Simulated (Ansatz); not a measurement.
According to r²SCAN (plane waves, PAW; program Ansatz), SiC$_{2}$ in the tetragonal phase (P4_2/mmc; Si on 2e, C on 4i) relaxes to a = 3.163 Å, c = 6.852 Å. Si has 4 nearest neighbours from 1.89 Å (tetrahedral). Its formation energy from the elements is 0.39 eV/atom, with no fitted shifts.

Electronic character: metallic (no gap).

An equation-of-state fit gives a bulk modulus of 168 GPa. Bader charges are Si +2.84, C -1.42 e.

The start of the workflow was typed in or built on a structure type; neither database checked (COD, Materials Project) lists it. Its standing as an ambient phase is unchecked. The r²SCAN relaxation kept the symmetry of its start; whether a distortion lowers the energy is not shown. Its formation energy is positive at this level, so the cell may be metastable or incomplete. The references are the lowest solids computed at this level, not always the standard phases.

Potentials: the later of the program's two PAW sets.
